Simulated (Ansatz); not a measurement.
TiC (rock salt)

```
CELL_PARAMETERS angstrom
      0.00000     2.16652     2.16652
      2.16652     0.00000     2.16652
      2.16652     2.16652     0.00000
ATOMIC_POSITIONS crystal
  C  0.00000 0.00000 0.00000
  Ti 0.50000 0.50000 0.50000
```

These are PBE (plane waves to 420 eV, PAW, scalar-relativistic; Ansatz, a first-principles code) values and carry that method's errors. Harmonic phonons by density-functional perturbation theory on a 18×18×18 k mesh, in cm⁻¹ and rounded to 5; i marks imaginary ones, q is in fractions of the reciprocal vectors of the cell shown, and the three acoustic modes at Γ are left out. TiC is run without spin polarisation. TiC was relaxed with its symmetry unable to fall.

Is the structure dynamically stable at Γ, L = (0.5, 0.0, 0.0), X = (0.5, 0.5, 0.0)?

No imaginary mode at these points (lowest 255 cm⁻¹ at L = (0.5, 0.0, 0.0)); other wave vectors were not tested.

List the wavenumbers at Γ, L = (0.5, 0.0, 0.0), X = (0.5, 0.5, 0.0), with degeneracies.


| q | wavenumbers (cm⁻¹) |
|---|---|
| Γ | 510 (×3) |
| L = (0.5, 0.0, 0.0) | 255 (×2), 450, 565 (×2), 715 |
| X = (0.5, 0.5, 0.0) | 285 (×2), 355, 515 (×2), 585 |
